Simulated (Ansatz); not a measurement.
A geometry of Cu away from equilibrium: step 2 of the relaxation of a relaxed Cu cell, doubled along one cell vector, shaken by Gaussian noise of σ = 0.08 Å a coordinate. These are r2SCAN (plane waves to 500 eV, PAW, scalar-relativistic; Ansatz, a first-principles code) values and carry that method's errors. Γ-centred k-mesh 8×15×4 on the run's cell (coarser than for final values), Fermi–Dirac smearing 0.05 eV.

```xyz
8
Lattice="5.0527 -0.0073 0.0004 -1.2664 2.1808 -0.0021 0.0006 -0.0076 8.2873" Properties=species:S:1:pos:R:3:forces:R:3 pbc="T T T" free_energy=-53049.605 pressure_GPa=2.3
Cu     0.1053     0.0975     0.0915   -1.3980   -0.7947   -0.2224
Cu     2.4541    -0.0060     0.0977    1.2320    0.6083   -0.3640
Cu    -0.0019     0.0689     4.1597   -0.3576   -0.3957    0.2471
Cu     2.4907     0.0000     4.2461    0.2768    0.1779   -0.4268
Cu    -0.0868     1.5057     2.1673    0.3178   -0.1311   -0.1341
Cu     2.5067     1.4224     2.1132   -0.1687    0.2116    0.1634
Cu     1.2277     0.6408     6.2687    0.1491    0.0544    0.1006
Cu     3.7929     0.5897     6.2073   -0.0513    0.2693    0.6361
```

Positions in Å, forces in eV/Å, free energy of the cell in eV (comparable only within this code, potentials and settings). Largest force: 1.62 eV/Å, on Cu1 (atoms numbered as listed); the geometry lies 0.03 eV/atom above the end of its relaxation.

No spin polarisation in the result.

The end of the path is a generated cell of Cu: the first start was made by placing the elements on the sites of a structure type, and the end was not matched to a known phase here, so it may be hypothetical. Known forms of Cu include space group No. 225.
